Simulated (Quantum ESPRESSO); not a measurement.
## AlRu2SnPd4 (a guest atom moved from site to site)

A calculation, not a measurement. The program is pw.x of Quantum ESPRESSO 7.5 (plane-wave density functional theory). The cell is made up: eight metal atoms on a hexagonal close-packed lattice, with elements, volume, strain and displacements drawn at random and not relaxed, so it may be unstable or far from any real phase. PseudoDojo standard norm-conserving files set the functional (PBE unless stated); there is no spin polarisation or spin-orbit coupling, the Fermi-Dirac width of 0.25 eV means electrons at about 2900 K, and the masses in the input are unused placeholders. The tin pseudopotential is less sure than most, with forces differing by about three percent from a second method on plain tin. A spin test at this wide smearing found no moment, but such smearing suppresses magnetism that the real alloy may have.

The runs move one Al atom among sites that otherwise hold Pd. Cell, positions, cutoff, mesh and smearing stay as in the input of run 1; sites are counted in its order. Stress in the tables is positive in tension.

Input of run 1:

```
&control calculation='scf', pseudo_dir='./dojo.nc.sr.pbe.v0_5.standard.upf', outdir='./o', disk_io='minimal', tprnfor=.true., tstress=.true. /
&system ibrav=0, nat=8, ntyp=4, nbnd=77, ecutwfc=84.00895049, nosym=.true., tot_charge=0,
 occupations='smearing', smearing='fd', degauss=0.0183746611
/
&electrons conv_thr=1.470e-08, electron_maxstep=70, mixing_beta=0.5 /
ATOMIC_SPECIES
Al 1.0 Al.upf
Pd 1.0 Pd.upf
Ru 1.0 Ru.upf
Sn 1.0 Sn.upf
CELL_PARAMETERS angstrom
2.7925 0.0173 0.0029
0.0299 4.8413 -0.002
0.0096 -0.0036 9.0846
ATOMIC_POSITIONS angstrom
Al -0.0248 0.0234 0.0093
Ru -0.0131 -0.0104 4.5238
Sn 0.0255 1.6115 2.267
Pd 0.0135 1.5812 6.803
Ru 1.3982 2.4987 -0.0022
Pd 1.4567 2.379 4.533
Pd 1.4171 4.051 2.2641
Pd 1.4028 4.0237 6.8527
K_POINTS automatic
8 5 3 1 1 1
```

| run | elements on sites 1 to 8 | free energy less that of run 1 (eV) | -TS (eV) | pressure (GPa) | stress xx (GPa) | stress yy (GPa) | stress zz (GPa) | stress yz (GPa) | stress xz (GPa) | stress xy (GPa) | iterations |
| --- | --- | --- | --- | --- | --- | --- | --- | --- | --- | --- | --- |
| 1 | Al Ru Sn Pd Ru Pd Pd Pd | 0.000 | -1.534 | 2.76 | -5.92 | -1.09 | -1.25 | -2.70 | 0.04 | 0.85 | 19 |
| 2 | Pd Ru Sn Al Ru Pd Pd Pd | -0.438 | -1.475 | 2.55 | -6.60 | -1.00 | -0.04 | -0.49 | 0.14 | 1.03 | 20 |
| 3 | Pd Ru Sn Pd Ru Al Pd Pd | 0.336 | -1.618 | 3.57 | -8.45 | 1.93 | -4.20 | -3.45 | 0.16 | 0.76 | 20 |
| 4 | Pd Ru Sn Pd Ru Pd Pd Al | -0.423 | -1.497 | 2.62 | -6.08 | -1.09 | -0.70 | -0.49 | 0.09 | 0.98 | 19 |

Forces Fx Fy Fz (eV/Å):

| site | run 1 | run 2 | run 3 | run 4 |
| --- | --- | --- | --- | --- |
| 1 | -0.01 -0.54 -1.31 | 0.01 0.06 -0.58 | 0.00 0.04 -0.21 | 0.01 -0.09 -1.09 |
| 2 | 0.14 -0.30 0.62 | 0.16 -0.44 0.79 | 0.05 0.18 0.46 | 0.15 -0.58 1.00 |
| 3 | 0.00 0.60 0.37 | 0.00 0.11 -0.32 | 0.00 -0.26 -1.28 | 0.01 0.23 -0.18 |
| 4 | 0.00 -0.03 0.79 | 0.01 0.06 0.21 | -0.02 0.33 -0.29 | 0.03 0.12 0.47 |
| 5 | 0.01 -0.85 -0.25 | 0.00 -0.50 -0.72 | 0.01 -0.38 -0.44 | 0.00 -0.30 -0.69 |
| 6 | -0.22 0.54 0.14 | -0.23 0.57 1.04 | -0.13 0.73 2.12 | -0.24 0.59 0.35 |
| 7 | 0.02 0.35 -0.29 | 0.01 -0.01 0.39 | 0.02 -0.61 0.56 | 0.01 -0.08 0.47 |
| 8 | 0.05 0.23 -0.07 | 0.04 0.15 -0.82 | 0.08 -0.04 -0.93 | 0.03 0.10 -0.32 |

The sites are displaced and not relaxed, so the energy differences mix bonding between neighbours with strain and are not ordering energies. A rerun of one cell of this series at a higher cutoff and on a denser mesh moved values by no more than 0.010 eV in energy, 0.05 GPa in stress and 0.010 eV/Å in force, and a second program with other atomic files agreed on that cell to 2 % rms in force and 0.5 GPa in pressure.